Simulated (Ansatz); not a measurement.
# ²³Na nuclear quadrupole resonance in Na3ZnPCO7

Cell: a Materials Project structure (computed, not necessarily an observed phase).

Space group P2_1/m (No. 11); a = 5.1820, b = 6.7196, c = 8.9703 Å, β = 90.03°.

| site | Wyckoff | site symmetry | x | y | z |
| --- | --- | --- | --- | --- | --- |
| Na1 | 2e | m | 0.2396 | 0.7500 | 0.0828 |
| Na2 | 4f | 1 | 0.7515 | 0.9987 | 0.2604 |
| Zn | 2e | m | 0.2177 | 0.2500 | 0.3624 |
| P | 2e | m | 0.2957 | 0.7500 | 0.4146 |
| C | 2e | m | 0.2642 | 0.2500 | 0.0633 |
| O13 | 2e | m | 0.7143 | 0.7500 | 0.0811 |
| O14 | 2e | m | 0.0376 | 0.2500 | 0.1255 |
| O15 | 2e | m | 0.4686 | 0.2500 | 0.1475 |
| O16 | 4f | 1 | 0.2187 | 0.9354 | 0.3202 |
| O18 | 2e | m | 0.5958 | 0.7500 | 0.4378 |
| O19 | 2e | m | 0.8344 | 0.2500 | 0.4297 |

One atom of each set is listed.

Computed with Ansatz: DFT, PBE, plane waves and PAW, scalar-relativistic, 420 eV cutoff, Γ-centred 5×4×3 k-points, Fermi–Dirac smearing 0.02 eV.

²³Na: I = 3/2, Q = 104.0 mb (year-2017 value). Static lattice, zero field.

Sites with a gradient: Na1 (2 atoms; 6 O at 2.36–2.72 Å); Na2 (4 atoms; 7 O at 2.31–2.84 Å).

(1) The simulated spectrum has lines at 1.13, 2.25 MHz. Sort them into the sets that belong together, and say which site each set most likely comes from.

## Answers

(1) For I = 3/2 there is one line, ν = (|C_Q|/2)(1 + η²/3)^½. Na1: 2.25 MHz (|C_Q| = 4.21 MHz, η = 0.66). Na2: 1.13 MHz (|C_Q| = 2.19 MHz, η = 0.42).

The sites follow from the calculation. Like point charges on the first shell alone (each adding as 1/d³) would give the same order.

The largest force is 0.4 eV/Å, so the atoms aren't at the calculated equilibrium and relaxing them would move these values.
